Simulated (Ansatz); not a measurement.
**LuSb (Fm-3m): LDA against PBEsol**

```yaml
crystal:
  lattice:
    - [0.00000, 2.96430, 2.96430]
    - [2.96430, 0.00000, 2.96430]
    - [2.96430, 2.96430, 0.00000]
  atoms:
    - { symbol: Lu, position: [0.00000, 0.00000, 0.00000] }
    - { symbol: Sb, position: [0.50000, 0.50000, 0.50000] }
```

This cell (26.05 Å³ an atom) was relaxed by PAW under LDA, and each functional gets its own cell relaxed so. Quantity: elastic moduli (Hill averages, relaxed ions; θ_D from sound speeds over directions). The structure is a database entry and needn't be the stable phase.

Runs: (1) LDA, all-electron LAPW in Ansatz 0.2.0, scalar-relativistic; k mesh 12×12×12, strains of ±0.005, Fermi-Dirac smearing of 0.050 eV, basis error target 1 meV/atom. (2) PBEsol, all-electron LAPW in Ansatz 0.2.0, scalar-relativistic; k mesh 14×14×14, strains of ±0.008, Fermi-Dirac smearing of 0.050 eV, basis error target 1 meV/atom.

Under LDA: B = 72.9 GPa, G = 44.0 GPa, C11 = 186 GPa, C44 = 27.4 GPa, ν = 0.249, θ_D = 232 K.

**Question.** Which way does PBEsol move the volume, and by how much?

**Answer.** a = 5.996 Å, 26.95 Å³ an atom: 3.5 % larger.

**Question.** What does PBEsol give for these quantities?

**Answer.** 

| quantity | LDA | PBEsol | change |
| --- | --- | --- | --- |
| B | 72.9 GPa | 67.6 GPa | -7 % |
| G | 44.0 GPa | 39.7 GPa | -10 % |
| C11 | 186 GPa | 170 GPa | -9 % |
| C44 | 27.4 GPa | 24.6 GPa | -10 % |
| ν | 0.249 | 0.255 | +2 % |
| θ_D | 232 K | 222 K | -4 % |

Keep in mind: responses of metals move with mesh and smearing.
